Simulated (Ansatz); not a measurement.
## Notes on BiB2

```yaml
crystal:
  lattice:
    - [3.75231, 0.00000, 0.00000]
    - [-1.87616, 3.24960, 0.00000]
    - [0.00000, 0.00000, 3.85323]
  atoms:
    - { symbol: Bi, position: [0.00000, 0.00000, 0.00000] }
    - { symbol: B, position: [0.66670, 0.33330, 0.50000] }
    - { symbol: B, position: [0.33340, 0.66670, 0.50000] }
```

The numbers come from plane-wave PAW DFT (Ansatz): PBEsol, spin-orbit coupling, 420 eV, 10×10×8 Γ-centred k points, gaussian occupations (width 0.1093 eV). Nothing was relaxed.

The state carries no moments; the state need not be the lowest.

- At the Fermi level: It is a metal, with about 1.1 states/eV a cell as the mean within 0.25 eV of the Fermi level, mostly B p (45 %), Bi p (35 %) and B s (15 %).
- Charges: Bader charges in e: Bi +0.69, B -0.35. In the mean Bi gives up most and B takes most.
- Formation energy: 1.34 eV an atom against the elements' usual phases (free molecules for gases, crystals otherwise, with no correction for O₂ or N₂), so at this geometry it isn't bound against them. Relaxing would lower it.
- Stress: The pressure is -15.3 GPa (compression positive), so with the atoms held at these fractions the cell would first shrink. The principal stresses -24.3, -24.3, 2.8 GPa differ, so its shape would change too.

Origin: a known structure type with other elements, at an estimated volume, so it need not be a known compound. Caveats: started without moments under time reversal, so no moment could form; atoms or cell far from equilibrium.
